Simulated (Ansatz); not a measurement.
ZnCu2SnS4:
```cif
data_Cu2S4SnZn
_chemical_formula_sum 'Cu2 Zn1 Sn1 S4'
_space_group_name_H-M_alt 'P 1'
_space_group_IT_number 1
_cell_length_a 6.51564
_cell_length_b 6.51564
_cell_length_c 6.51564
_cell_angle_alpha 131.835
_cell_angle_beta 131.835
_cell_angle_gamma 70.489
loop_
_space_group_symop_operation_xyz
  'x, y, z'
loop_
_atom_site_label
_atom_site_type_symbol
_atom_site_fract_x
_atom_site_fract_y
_atom_site_fract_z
_atom_site_occupancy
Cu1 Cu 0.00000 0.00000 0.00000 1
Cu2 Cu 0.75000 0.25000 0.50000 1
Zn1 Zn 0.25000 0.75000 0.50000 1
Sn1 Sn 0.50000 0.50000 0.00000 1
S1 S 0.36983 0.89999 0.00918 1
S2 S 0.10001 0.10919 0.46984 1
S3 S 0.89081 0.36065 0.99082 1
S4 S 0.63935 0.63017 0.53016 1
```

Relaxed with LDA.

Task: Decompose the optical modes at the zone centre into irreducible representations, and say which are infrared and Raman allowed.

Result: Point group -4: Γ_opt = 3A + 6B + 6E. Infrared: B, E. Raman: A, B, E.

Task: Assign frequencies (DFPT, LDA (plane waves, PAW; program Ansatz); without the LO–TO term).

Result: E 81, B 94, E 101, B 105, E 165, B 178, B 266, E 275, A 301, A 306, E 311, A 326, B 328, E 332, B 349 cm⁻¹.

Subscripts of B labels follow the axes of the standard setting.

Space group I-4. The LDA relaxation kept the symmetry of its start. No spin polarisation was allowed. Scalar-relativistic: spin–orbit coupling is off unless named, which matters more the heavier the elements.

Potentials: the later of the program's two PAW sets.
